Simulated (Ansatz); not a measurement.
**Calculated ¹¹B NMR of the central transition for BH6N**

Cell: a Materials Project structure (computed, not necessarily an observed phase), taken as it stands.

Space group P2_1 (No. 4); a = 4.5118, b = 5.5033, c = 4.7014 Å, β = 92.14°.

| site | Wyckoff | site symmetry | x | y | z |
| --- | --- | --- | --- | --- | --- |
| B | 2a | 1 | 0.8441 | 0.1220 | 0.1600 |
| H3 | 2a | 1 | 0.7658 | 0.3654 | 0.5280 |
| H5 | 2a | 1 | 0.4777 | 0.3555 | 0.2989 |
| H7 | 2a | 1 | 0.7741 | 0.5119 | 0.2241 |
| H9 | 2a | 1 | 0.7757 | 0.1345 | 0.9076 |
| H11 | 2a | 1 | 0.1125 | 0.1301 | 0.1911 |
| H13 | 2a | 1 | 0.7456 | 0.9366 | 0.2627 |
| N | 2a | 1 | 0.7063 | 0.3523 | 0.3145 |

One atom of each set is listed.

Method: Kohn–Sham DFT in Ansatz, PBE, plane waves and PAW, scalar-relativistic, 420 eV cutoff, Γ-centred 7×6×7 k-points, Fermi–Dirac smearing 0.05 eV.

¹¹B has I = 3/2 and Q = 40.59 mb (Pyykkö 2018); at 21.1 T its Larmor frequency is ν₀ = 288.3 MHz. Only the quadrupole interaction is simulated: positions count from each site's isotropic chemical shift, and J coupling is left out, as are shift anisotropy and dipolar coupling, which fast spinning averages.

(1) Simulate the second-order pattern (fast magic-angle spinning, Gaussian broadening 0.02 kHz) of site B (3 H at 1.22 Å, 1 N at 1.60 Å).

Results:

(1) The calculation gives C_Q = 1.55 MHz and η = 0.06, so ν_Q = 0.773 MHz and the centre of gravity lies at -0.720 ppm (-0.207 kHz).

```csv
offset (kHz),height
-0.5397,0
-0.5235,1
-0.5073,5
-0.4912,5
-0.4750,6
-0.4588,6
-0.4426,6
-0.4265,6
-0.4103,6
-0.3941,6
-0.3779,7
-0.3618,7
-0.3456,12
-0.3294,51
-0.3132,80
-0.2971,60
-0.2809,48
-0.2647,43
-0.2485,41
-0.2324,39
-0.2162,39
-0.2000,39
-0.1838,40
-0.1677,42
-0.1515,44
-0.1353,48
-0.1191,55
-0.1030,71
-0.0868,100
-0.0706,70
-0.0545,11
-0.0383,0
```
